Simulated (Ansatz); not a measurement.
MgS₂:
```xyz
3
Lattice="3.2572 2.0553 0.0000 -3.2572 2.0553 0.0000 -2.1966 0.0000 4.5061" Properties=species:S:1:pos:R:3 pbc="T T T"
Mg    -1.0983     2.0553     2.2530
S      1.1909     2.0553     3.4655
S     -3.3874     2.0553     1.0406
```

Relaxed with PBEsol. Special points in fractions of this cell's reciprocal vectors: Γ (0.000, 0.000, 0.000); C (0.373, 0.373, 0.000); C2 (-0.373, 0.627, 0.000); Y2 (-0.500, 0.500, 0.000); M2 (-0.500, 0.500, 0.500); D (-0.303, 0.697, 0.500); D2 (0.303, 0.303, 0.500); A (0.000, 0.000, 0.500); L2 (0.000, 0.500, 0.500); V2 (0.000, 0.500, 0.000).

### Question
List the band energies nearest the valence-band maximum at these points for PBEsol in the plane-wave PAW code Ansatz.

### Answer
In eV from the valence-band maximum; about four levels below and three above (degenerate sets whole), none deeper than 8.9 eV; points with the same levels are listed once.

```
k                     below           above
--  -----------------------  --------------
Γ   -2.74 -2.30 -1.02 -0.98  2.78 2.96 5.97
C   -4.82 -4.57 -1.87 -1.24  2.91 4.39 5.46
Y2  -4.88 -4.08 -2.11 -0.39  2.42 2.65 5.90
M2  -5.11 -3.08 -2.34 -1.78  1.49 3.65 4.09
D   -4.78 -3.72 -2.71 -1.25  1.66 6.13 6.41
A    -3.03 -2.88 -0.65 0.00  0.83 2.58 5.22
L2  -4.59 -3.50 -2.84 -0.15  1.37 3.44 6.59
V2  -5.61 -2.65 -1.71 -1.41  2.68 3.77 4.62
```

Space group C2/m. The first step of the workflow began from a Materials Project structure, measured or hypothetical; the Crystallography Open Database copy checked does not list it. Whether it is the stable phase at ambient conditions was not checked. Symmetry was held in the PBEsol relaxation; its stability against distortions is not shown here.

Potentials: the later of the program's two PAW sets.
